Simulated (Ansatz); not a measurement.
Level of theory: DFT PBE, scalar-relativistic, plane waves, PAW (Ansatz). Settings: cutoff 420 eV, Γ-centred meshes spaced at most about 0.3 Å⁻¹, and about 0.25 Å⁻¹ or finer for metals (2π included), Gaussian smearing. No spin polarisation in the final relaxations.

These are static total energies at zero pressure. All come from trial cells, and lower structures may exist.

Problem. These unrelaxed guesses for Ta4Br are each relaxed within their symmetry. Order them by the energy at which they end, lowest first.
A.

Space group Im-3m (No. 229). a = 5.790 Å, b = 5.790 Å, c = 5.790 Å, α = 90.00°, β = 90.00°, γ = 90.00°
```
atom  site  symmetry       x       y       z
  Ta    8c      .-3m  0.2500  0.2500  0.7500
  Br    2a      m-3m  0.0000  0.0000  0.0000
```

B.

Space group I4/mmm (No. 139). a = 4.521 Å, b = 4.521 Å, c = 8.612 Å, α = 90.00°, β = 90.00°, γ = 90.00°
```
atom  site  symmetry       x       y       z
  Ta    4e       4mm  0.5000  0.5000  0.2556
  Ta    4c      mmm. 0.0000  0.5000  0.0000
  Br    2a     4/mmm  0.0000  0.0000  0.0000
```

C.

Space group Immm (No. 71). a = 3.806 Å, b = 6.320 Å, c = 7.292 Å, α = 90.00°, β = 90.00°, γ = 90.00°
| atom | site | symmetry | x | y | z |
| --- | --- | --- | --- | --- | --- |
| Ta | 8l | m.. | 0.0000 | 0.1959 | 0.3421 |
| Br | 2a | mmm | 0.0000 | 0.0000 | 0.0000 |

D.

Space group I4/m (No. 87). a = 6.694 Å, b = 6.694 Å, c = 4.206 Å, α = 90.00°, β = 90.00°, γ = 90.00°
```tsv
atom	site	symmetry	x	y	z
Ta	8h	m..	0.2032	0.3976	0.0000
Br	2a	4/m..	0.0000	0.0000	0.0000
```

Solution. D (ends in I4/m, 0 meV/atom), B (ends in I4/mmm, 0.30 eV/atom), C (ends in Immm, 0.69 eV/atom), A (ends in Im-3m, 0.92 eV/atom). Even the lowest end lies +0.54 eV/atom against the elements.

These runs have no spin–orbit coupling, which can matter for Ta. Cells relaxed within their symmetry can be saddle points. Some candidate types were left out of the draw beforehand, so a known form may be missing.
